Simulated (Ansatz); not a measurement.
HfGe2:
```
CELL_PARAMETERS angstrom
      4.69359     0.00000     0.00000
     -2.34680     4.06477     0.00000
      0.00000     0.00000     2.78986
ATOMIC_POSITIONS crystal
  Hf 0.00000 0.00000 0.00000
  Ge 0.33333 0.66667 0.50000
  Ge 0.66667 0.33333 0.50000
```

Relaxed with PBEsol. Special points in fractions of this cell's reciprocal vectors: Γ (0.000, 0.000, 0.000); M (0.500, 0.000, 0.000); K (0.333, 0.333, 0.000); A (0.000, 0.000, 0.500); L (0.500, 0.000, 0.500); H (0.333, 0.333, 0.500).

Q: List the band energies nearest the Fermi level at these points for plane-wave PAW PBEsol with spin–orbit coupling (Ansatz code).

A: In eV from the Fermi level; about four levels below and three above (degenerate sets whole), none deeper than 8.9 eV; points with the same levels are listed once.

```csv
k,below,above
Γ,-2.19 -2.19 -0.49 -0.49,0.13 0.13 4.52 4.52
M,-0.81 -0.81 -0.35 -0.35,3.14 3.14 3.26 3.26
K,-1.05 -1.05 -1.00 -1.00,3.74 3.74 3.95 3.95
A,-0.75 -0.75 -0.70 -0.70,0.45 0.45 0.69 0.69
L,-4.08 -4.08 -3.85 -3.85,0.42 0.42 1.10 1.10
H,-2.71 -2.71 -0.08 -0.08,0.25 0.25 0.31 0.31
```

Space group P6/mmm. A made-up cell: these elements were put on the sites of a structure type; neither database checked (COD, Materials Project) lists it. COD files the formula under space group No. 63. Its standing as an ambient phase is unchecked. The cell keeps a stress of up to 0.2 GPa. The cell was relaxed with PBEsol under the symmetry of its start; whether a distortion lowers the energy is not shown. No spin polarisation was allowed.

Potentials: the earlier of the program's two PAW sets. The files were generated under PBE; for other functionals the program regenerates the frozen cores, and for LDA and PBEsol the local potential too.
